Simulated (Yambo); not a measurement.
```
Y2CN2O2
1.0
    3.69899     0.00000     0.00000
   -1.84949     3.20342     0.00000
    0.00000     0.00000     8.16886
C N O Y
1 2 2 2
Cartesian
  0.00000   0.00000   0.00000
  0.00000   0.00000   1.22655
  0.00000   0.00000   6.94231
  0.00000   2.13561   3.24026
  1.84949   1.06781   4.92860
  0.00000   2.13561   5.53457
  1.84949   1.06781   2.63429
```

Y2CN2O2 (space group P-3m1, No. 164): mean Im ε in 1 eV windows above the direct gap of 5.17 eV, for different electron-hole kernels (Yambo, broadening 0.15 eV, PBEsol (pw.x of Quantum ESPRESSO, ONCV potentials, no spin-orbit coupling) bands; 6×6×2 mesh, 11 valence and 11 conduction bands, static screening with 58 bands and a 3 Ry block, scissor 1.27 eV, Tamm-Dancoff; field along x).

```tsv
window (eV)	independent quasiparticles	BSE
5.2 to 6.2	0.2	1.8
6.2 to 7.2	1.2	5.8
7.2 to 8.2	3.7	5.4
8.2 to 9.2	5.1	4.5
9.2 to 10.2	4.8	2.6
```

This run doesn't resolve bound excitons or single peaks, so only averages are given, and they too depend on the mesh; weight that the attraction moves below the gap isn't listed. All transitions below 10.65 eV are in the band window. The scissor comes from a G0W0 run whose convergence isn't established.

Geometry of the Materials Project entry, not relaxed at this level.

The structure is a Materials Project entry; no match was found in the copy of COD used, and its stability was not checked.
